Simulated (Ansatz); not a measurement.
BaTiO3 (cubic perovskite)

```xyz
5
Lattice="3.9940 0.0000 0.0000 0.0000 3.9940 0.0000 0.0000 0.0000 3.9940" Properties=species:S:1:pos:R:3 pbc="T T T"
Ba     0.0000     0.0000     0.0000
Ti     1.9970     1.9970     1.9970
O      0.0000     1.9970     1.9970
O      1.9970     1.9970     0.0000
O      1.9970     0.0000     1.9970
```

Scan: atom 5 (O, nearest neighbour Ti at 1.997 Å; its periodic images, 4.0 Å or more away, move with it) is displaced towards the nearest neighbour, direction (0.000, -1.000, 0.000) in Cartesian axes, by s. The other atoms stay.

Level of theory: r2SCAN (plane waves to 500 eV, PAW, scalar-relativistic; Ansatz, a program for electronic structure). k mesh 7×7×7 (Γ-centred), Fermi-Dirac smearing 0.05 eV. The energy includes the smearing's −TS. F∥ is the force on the atom along that direction. BaTiO3 is run without spin polarisation. BaTiO3 was relaxed with its symmetry unable to fall. This is a high-temperature form of BaTiO3. ΔE is measured from the undisplaced structure.

```tsv
s (Å)	F∥ (eV/Å)	ΔE (meV/cell)
-0.200	?	134.8
-0.160	?	78.2
-0.120	0.751	40.4
-0.080	0.443	16.8
-0.040	0.204	4.0
0.000	0.000	0.0
0.040	-0.204	4.0
0.080	-0.443	16.8
0.120	-0.751	40.4
0.160	?	78.2
0.200	?	134.8
```

**Question.** Some entries are withheld; supply them.

**Answer.** 
- -0.200, F∥ (eV/Å): 1.697
- -0.160, F∥ (eV/Å): 1.158
- 0.160, F∥ (eV/Å): -1.158
- 0.200, F∥ (eV/Å): -1.697

(For displaced atoms, the force is minus the slope of the energy, and its curvature is a force constant, which sets phonon frequencies.)
